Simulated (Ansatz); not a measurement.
Given:

ScPd3:
```yaml
crystal:
  lattice:
    - [3.90157, 0.00000, 0.00000]
    - [0.00000, 3.90157, 0.00000]
    - [0.00000, 0.00000, 3.90157]
  atoms:
    - { symbol: Sc, position: [0.00000, 0.00000, 0.00000] }
    - { symbol: Pd, position: [0.50000, 0.50000, 0.00000] }
    - { symbol: Pd, position: [0.00000, 0.50000, 0.50000] }
    - { symbol: Pd, position: [0.50000, 0.00000, 0.50000] }
```

This is the LDA-relaxed structure.

All from the program Ansatz at the LDA level (PAW), unless another level is named. Predict the Hill bulk and shear moduli.

187 and 76.1 GPa.

What about the elastic constants (relaxed ions, GPa)?

C11 = 250, C12 = 155, C44 = 104.

Space group Pm-3m (Cu3Au type). The first step of the workflow began from a Materials Project structure, measured or hypothetical; the Crystallography Open Database files this formula in space group No. 221, but the cells were not matched. Its standing as an ambient phase is unchecked. The LDA relaxation kept the symmetry of its start; of distortions, only those at the zone centre were tested. The run is not spin-polarised. As this level gives no gap, shear constants depend on the k-mesh and smearing (Fermi–Dirac, 0.1 eV here).

Potentials: the later of the program's two PAW sets.
